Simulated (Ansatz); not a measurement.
A distorted cell of Mo (bcc, W type):

```yaml
crystal:
  lattice:
    - [-3.16074, 3.16074, 3.16074]
    - [1.58037, -1.58037, 1.58037]
    - [1.58037, 1.58037, -1.58037]
  atoms:
    - { symbol: Mo, position: [0.03132, 0.03132, 0.03132] }
    - { symbol: Mo, position: [0.46868, 0.96868, 0.96868] }
```

Calculation: PBE (plane waves to 420 eV, PAW, scalar-relativistic; Ansatz, a quantum-chemistry and plane-wave program). k mesh 21×21×21 (Γ-centred), Fermi-Dirac smearing 0.05 eV. Stress and pressure are positive under compression. With partly filled bands, energies and forces of such displacements shift with the k mesh and the smearing. Mo is run without spin polarisation. Mo was relaxed with its symmetry unable to fall.

**Question.** Predict the force on every atom, in eV/Å.

**Answer.** 
```json
[
 {"atom": "Mo1", "Fx": "0.000", "Fy": "-2.197", "Fz": "-2.197"},
 {"atom": "Mo2", "Fx": "0.000", "Fy": "2.197", "Fz": "2.197"}
]
```

**Question.** Give the stress tensor in GPa and the pressure.

**Answer.** 
```
    5.9      0.0      0.0
    0.0     11.1     -0.2
    0.0     -0.2     11.1
```
The pressure, a third of the trace, is 9.3 GPa.

(For displaced atoms, the force is minus the slope of the energy, and its curvature is a force constant, which sets phonon frequencies.)
